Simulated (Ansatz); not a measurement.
TiAl (CsCl type, Pm-3m) under volume change, r²SCAN (plane waves, PAW; program Ansatz), scaled uniformly.

```
V (Å³/atom)  E − E(relaxed) (meV/atom)  P (GPa)
-----------  -------------------------  -------
14.517                            56.5    13.63
14.996                            23.8     8.40
15.475                             [?]      [?]
15.953                             0.0     0.00
16.432                             5.1    -3.35
16.910                             [?]      [?]
17.389                            42.0    -8.74
```

Task: What belongs in the gaps?

Result: 
- 16.910, E − E(relaxed) (meV/atom): 19.6
- 16.910, P (GPa): -6.24
- 15.475, E − E(relaxed) (meV/atom): 5.7
- 15.475, P (GPa): 3.89

Task: What does a third-order Birch–Murnaghan fit give for V₀, B₀ and B′?

Result: V₀ = 15.95 Å³/atom, B₀ = 120 GPa, B′ = 3.9.

The first step of the workflow began from a Materials Project structure, measured or hypothetical; the Crystallography Open Database copy checked does not list it. With Ti and Al taken as one species the cell has the higher symmetry Im-3m, so it may be an ordered model of a mixed-site phase. It is not the phase usual at ambient conditions (space group No. 123). The cell was relaxed with r²SCAN under the symmetry of its start. At this level the phase is mechanically unstable. The run is not spin-polarised.

Potentials: the earlier of the program's two PAW sets.
